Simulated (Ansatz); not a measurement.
One crystal and one scan (frozen-phonon scan) at two levels, PBE (plane waves to 420 eV, PAW, scalar-relativistic; Ansatz, a quantum-chemistry and plane-wave program) and r2SCAN (plane waves to 500 eV, PAW, scalar-relativistic; Ansatz), each from its own relaxed cell and on its own mesh. The cell shown is that of PBE.

MgB2 (AlB2 type, space group P6/mmm)

```
MgB2
1.0
    3.07432     0.00000     0.00000
   -1.53716     2.66244     0.00000
    0.00000     0.00000     3.52754
Mg B
1 2
Cartesian
  0.00000   0.00000   0.00000
  0.00000   1.77496   1.76377
  1.53716   0.88748   1.76377
```

The atoms are displaced by Q × the pattern below (from a DFPT mode at Γ, largest move 1; Q in Å), at fixed cell.

| atom | x | y | z |
|---|---|---|---|
| B2 | 0.000 | 0.000 | 1.000 |
| B3 | 0.000 | 0.000 | -1.000 |

Atoms not listed stay in place.

MgB2 was relaxed with its symmetry unable to fall. With partly filled bands, energies and forces of such displacements shift with the k mesh and the smearing. Both scans cover Q from -0.100 to 0.100 Å.

ΔE (meV/cell), each from the undisplaced structure of its own level:

| Q (Å) | PBE | r2SCAN |
|---|---|---|
| -0.100 | 185 | 197 |
| -0.083 | 129 | 137 |
| -0.067 | 83 | withheld |
| -0.050 | 47 | 50 |
| -0.033 | 21 | 22 |
| -0.017 | 5 | 6 |
| 0.000 | 0 | 0 |
| 0.017 | 5 | 6 |
| 0.033 | 21 | 22 |
| 0.050 | 47 | 50 |
| 0.067 | 83 | withheld |
| 0.083 | 129 | 137 |
| 0.100 | 185 | 197 |

Task: Estimate the r2SCAN value at -0.067 from the PBE value there and the ratio of the two levels in the two nearest given rows on that side of the minimum.

Result: At -0.083 and -0.050 the ratio r2SCAN/PBE averages 1.063, which gives 1.063 × 83 = 88 meV/cell. The calculation gives 88 meV/cell, +6.0 % against PBE.

(For displaced atoms, the force is minus the slope of the energy, and its curvature is a force constant, which sets phonon frequencies.)
